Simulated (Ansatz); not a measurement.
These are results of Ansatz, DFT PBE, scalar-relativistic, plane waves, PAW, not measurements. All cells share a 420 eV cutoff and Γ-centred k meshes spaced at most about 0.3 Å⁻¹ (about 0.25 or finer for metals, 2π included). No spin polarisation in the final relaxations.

All energies are static (0 K, no zero-point motion).

Compare these two cells of AlGa₃N₂, each relaxed at this level.

A.

```
CELL_PARAMETERS angstrom
2.89880 0.00000 0.00000
0.00000 2.89880 0.00000
0.00000 0.00000 10.09281
ATOMIC_POSITIONS crystal
Al 0.50000 0.50000 0.50000
Ga 0.00000 0.00000 0.00000
Ga 0.00000 0.00000 0.74634
Ga 0.00000 0.00000 0.25366
N 0.50000 0.50000 0.68670
N 0.50000 0.50000 0.31330
```

B.

```
CELL_PARAMETERS angstrom
5.71433 0.00000 0.00000
-2.85717 4.94876 0.00000
0.00000 0.00000 2.86993
ATOMIC_POSITIONS crystal
Al 0.00000 0.00000 0.00000
Ga 0.50000 0.50000 0.50000
Ga 0.50000 0.00000 0.50000
Ga 0.00000 0.50000 0.50000
N 0.66667 0.33333 0.00000
N 0.33333 0.66667 0.00000
```

Question: Which form is favoured at zero pressure, and by what margin per atom?

Answer: A is lower, by 0.40 eV/atom. A has space group P4/mmm (No. 123), 14.1 Å³/atom and no gap on its mesh; B has space group P6/mmm (No. 191), 13.5 Å³/atom and no gap. Counting N atoms around Al and Ga (those within 1.25 times the shortest such distance or 1.15 times the sum of covalent radii; the shortest distance is added where it is long for a bond; a slash parts the counts of unlike sites), A has Al 2, Ga 4/8 from 3.8 Å and B has Al 6 from 3.3 Å, Ga 4. The lower one is the more open, so pressure narrows the difference. Even the lower one lies +0.16 eV/atom against the reference forms of the elements (uncorrected), so neither is stable at this level. Both come from invented guesses. A third cell relaxed alike, in R-3m, lies 0.36 eV/atom below the lower of the two.

A magnetic state wasn't ruled out in cells without spin, among them P6/mmm. Cells relaxed within their symmetry can be saddle points.
